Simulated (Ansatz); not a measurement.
Computed with Ansatz, DFT PBE, scalar-relativistic, plane waves, PAW. All cells share a 420 eV cutoff and Γ-centred k meshes spaced at most about 0.3 Å⁻¹ (about 0.25 or finer for metals, 2π included). No spin polarisation in the final relaxations.

These are static total energies at zero pressure. All come from trial cells, and lower structures may exist.

Question: Order these relaxed structures of TaMo3 by energy, lowest first, with the energy over the lowest of them.
A.

```xyz
4
Lattice="4.0595 0.0000 0.0000 0.0000 4.0595 0.0000 0.0000 0.0000 4.0595" Properties=species:S:1:pos:R:3 pbc="T T T"
Ta    0.0000    0.0000    0.0000
Mo    0.0000    2.0298    2.0298
Mo    2.0298    0.0000    2.0298
Mo    2.0298    2.0298    0.0000
```

B.

```xyz
4
Lattice="4.5183 0.0000 0.0000 0.0000 4.5183 0.0000 0.0000 0.0000 3.1961" Properties=species:S:1:pos:R:3 pbc="T T T"
Ta    2.2591    2.2591    0.0000
Mo    0.0000    0.0000    0.0000
Mo    2.2591    0.0000    1.5981
Mo    0.0000    2.2591    1.5981
```

C.

```xyz
8
Lattice="5.5552 0.0000 0.0000 -2.7776 4.8109 0.0000 0.0000 0.0000 5.0230" Properties=species:S:1:pos:R:3 pbc="T T T"
Ta    2.7776    1.6036    1.2557
Ta    0.0000    3.2073    3.7672
Mo    1.3828    0.7984    3.7672
Mo    4.1724    0.7984    3.7672
Mo    2.7776    3.2142    3.7672
Mo    1.3948    4.0126    1.2557
Mo   -1.3948    4.0126    1.2557
Mo    0.0000    1.5967    1.2557
```

Answer: B (0 meV/atom), C (489 meV/atom), A (518 meV/atom). Forms: B Ta and Mo ordered on bcc sites, P4/mmm; C Ni3Sn (D0_19) type, P6_3/mmc; A Cu3Au (L1_2) type, Pm-3m. Counting all near atoms (those within 1.25 times the shortest distance at each site; a plus sign parts nearer from farther groups): B has Ta 8+6, Mo 8+6; C has Ta 12, Mo 12; A has Ta 12, Mo 12.

Spin–orbit coupling, which can matter for Ta, is left out. Cells relaxed within their symmetry can be saddle points. The P4/mmm cell of TaMo3 came from shaking the Pm-3m one. Some types were kept out of the candidates beforehand, so the set may lack a known form.
